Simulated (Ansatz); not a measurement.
Values for one crystal, relaxed and computed with the program Ansatz at the r²SCAN level (PAW); other levels are named.

| Item | Value |
|---|---|
| Volume per atom | 14.17 Å³ |
| Band gap | 2.66 eV (indirect) |
| Bulk modulus (Birch–Murnaghan fit) | 174 GPa |
| Gap with spin–orbit coupling | 2.66 eV |
| Smallest direct gap on the standard path | 2.85 eV |
| Formation energy from the elements (no fitted shifts) | -3.03 eV/atom |
| Valence-band maximum | at X (k = 0.500, 0.500, 0.500) |

Q: Which compound is it?
(A) SrHfN2, Pna2_1 (Sr on 4a, Hf on 4a, N on 4a, N on 4a)
(B) LaZrNO2, I2_12_12_1 (Pearson symbol oI20)
(C) TiO2, Pbcn (Ti on 4c, O on 8d)
(D) SiBi2O5, Cmcm (Pearson symbol oS32)

A: B, LaZrNO2, I2_12_12_1 (Pearson symbol oI20)

The start of the workflow was typed in or built on a structure type; neither database checked (COD, Materials Project) lists it. Its standing as an ambient phase is unchecked. Symmetry was held in the r²SCAN relaxation; whether a distortion lowers the energy is not shown. The run is not spin-polarised. The references are the lowest solids computed at this level, not always the standard phases (solids in place of the gases). Spin–orbit coupling is left out wherever it is not named.

Potentials: the earlier of the program's two PAW sets.
